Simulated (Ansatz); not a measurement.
CoGe in space group I4_1md (No. 109; Co on 4a, Ge on 4a) at seven volumes, PBE (plane waves, PAW; program Ansatz), shape and atoms relaxed at each. One row is withheld.

```tsv
V (Å³/atom)	P (GPa)
11.928	15.14
12.321	9.47
12.714	?
13.107	-0.01
13.500	-3.79
13.894	-7.04
14.287	-9.75
```

Q: Fit the shown pressures and predict the withheld one.

A: P = (3/2)B₀(x^(7/2) − x^(5/2))[1 + (3/4)(B′ − 4)(x − 1)] with x = (V₀/V)^(2/3). Least squares on the six rows gives V₀ = 13.107 Å³/atom, B₀ = 134 GPa, B′ = 3.86. At V = 12.714, x = 1.0205 and P = 4.33 GPa. The run itself gave 4.37 GPa.

The cell is a constructed one: a structure type filled with these elements; neither database checked (COD, Materials Project) lists it. Its standing as an ambient phase is unchecked. The cell was relaxed with PBE under the symmetry of its start; whether a distortion lowers the energy is not shown. The workflow began spin-polarised and lost its moments.

Potentials: the later of the program's two PAW sets.
